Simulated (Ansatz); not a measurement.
**Al4Ni3Pd: computed properties**

All numbers below come from DFT PBE, scalar-relativistic, plane waves, PAW (Ansatz).

Settings: cutoff 420 eV, Γ-centred mesh 10×10×6 on the computed 8-atom cell, Gaussian smearing of 0.10 eV; no spin polarisation.

The structure is relaxed at this level of theory with its symmetry kept, and needn't be the ground state of this composition.

```cif
data_structure
_symmetry_space_group_name_H-M 'P 1'
_symmetry_Int_Tables_number 1
_cell_length_a 4.1440
_cell_length_b 4.1440
_cell_length_c 5.9459
_cell_angle_alpha 90.000
_cell_angle_beta 90.000
_cell_angle_gamma 90.000
_cell_volume 102.11
loop_
_atom_site_label
_atom_site_type_symbol
_atom_site_fract_x
_atom_site_fract_y
_atom_site_fract_z
_atom_site_occupancy
Al1 Al 0.50000 0.00000 0.73919 1
Al2 Al 0.50000 0.00000 0.26081 1
Al3 Al 0.00000 0.50000 0.73919 1
Al4 Al 0.00000 0.50000 0.26081 1
Ni1 Ni 0.00000 0.00000 0.50000 1
Ni2 Ni 0.00000 0.00000 0.00000 1
Ni3 Ni 0.50000 0.50000 0.50000 1
Pd1 Pd 0.50000 0.50000 0.00000 1
```

Question: Formation energy from the elements' standard states (uncorrected)?

Answer: -0.683 eV/atom.

Question: Kohn–Sham band gap?

Answer: none (metal).

Question: Density of states at the Fermi level?

Answer: 3.3 states/eV per cell.

Question: Orbital (Löwdin) character within 0.5 eV of the Fermi level?

Answer: Ni 3d 49 %, Al 3p 31 %, unprojected 5 %.

Question: Bader charge by site (e)?

Answer: Al (4 in the cell) 1.65, Ni (1 in the cell) -1.73, Ni (1 in the cell) -1.18, Ni (1 in the cell) -1.62, Pd (1 in the cell) -2.07.

Spin polarisation was left out, and a magnetic state may lie lower.

The cell was found from a structure generator's guess, not taken from experiment. Löwdin shares on free-atom orbitals overweight diffuse shells.
